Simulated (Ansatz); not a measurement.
YSi2Ru2 in space group I4/mmm (No. 139; Y on 2a, Ru on 4d, Si on 4e), PBE (plane waves, PAW; program Ansatz), all energies at zero smearing, with the estimated change up to a 700 eV cutoff added, with one set of potentials and settings (totals compare only within such a set). Cell of 5 atoms (1 Y, 2 Ru, 2 Si): -16882.174 eV.

```
element                reference phase  E (eV/atom)
-------  -----------------------------  -----------
Y        P6_3/mmc, 2 atoms in the cell   -3848.6668
Ru       P6_3/mmc, 2 atoms in the cell   -5878.6876
Si          Fd-3m, 2 atoms in the cell    -635.8096
```

Formation energy per atom, worked out: (-16882.174 − 1×(-3848.6668) − 2×(-5878.6876) − 2×(-635.8096))/5 = -0.902 eV/atom (-87 kJ per mol of atoms), at 0 K, without zero-point energy or fitted corrections.

The workflow started from an entry of the Crystallography Open Database (COD). Whether it is the stable phase at ambient conditions was not checked. The cell was relaxed with PBE under the symmetry of its start; whether a distortion lowers the energy is not shown. No spin polarisation was allowed. The references are the lowest solids computed at this level, not always the standard phases.

Potentials: the later of the program's two PAW sets.
